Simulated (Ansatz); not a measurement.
Input:

Sb:
```yaml
crystal:
  lattice:
    - [3.04092, 0.00000, 0.00000]
    - [0.00000, 3.04092, 0.00000]
    - [0.00000, 0.00000, 3.04092]
  atoms:
    - { symbol: Sb, position: [0.00000, 0.00000, 0.00000] }
```

This is the LDA-relaxed structure.

Task: All from plane-wave PAW LDA (Ansatz code), unless another level is named. Estimate the electronic character.

Result: metallic (no gap).

Task: What about the density of states at the Fermi level?

Result: 0.48 states/eV per atom (mean over ±0.08 eV).

Space group Pm-3m (simple cubic). The first step of the workflow began from a Materials Project structure, measured or hypothetical; the Crystallography Open Database files this formula in space group No. 221, but the cells were not matched. It is not the phase usual at ambient conditions (space group No. 166). Symmetry was held in the LDA relaxation; its stability against distortions is not shown here. Scalar-relativistic: spin–orbit coupling is off unless named, which matters more the heavier the elements.

Potentials: the earlier of the program's two PAW sets. The files were generated under PBE; for other functionals the program regenerates the frozen cores, and for LDA and PBEsol the local potential too.
